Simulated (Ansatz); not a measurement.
An elastic tensor (GPa, Voigt order, standard axes) from PBEsol (plane waves, PAW; program Ansatz):

```
569  233  233  0.0  0.0  0.0
233  569  233  0.0  0.0  0.0
233  233  569  0.0  0.0  0.0
0.0  0.0  0.0  270  0.0  0.0
0.0  0.0  0.0  0.0  270  0.0
0.0  0.0  0.0  0.0  0.0  270
```

Which of these materials gives this?
A. MgPt3, Cu3Au type
B. NbIr3, Cu3Au type
C. MgS, zinc blende
D. YPb3, Cu3Au type

B, NbIr3, Cu3Au type

Space group Pm-3m (Cu3Au type). The workflow started from an entry of the Crystallography Open Database (COD). Its standing as an ambient phase is unchecked. Symmetry was held in the PBEsol relaxation; whether a distortion lowers the energy is not shown. No spin polarisation was allowed. As this level gives no gap, shear constants depend on the k-mesh and smearing (Fermi–Dirac, 0.1 eV here). Spin–orbit coupling is left out wherever it is not named.

Potentials: the later of the program's two PAW sets.
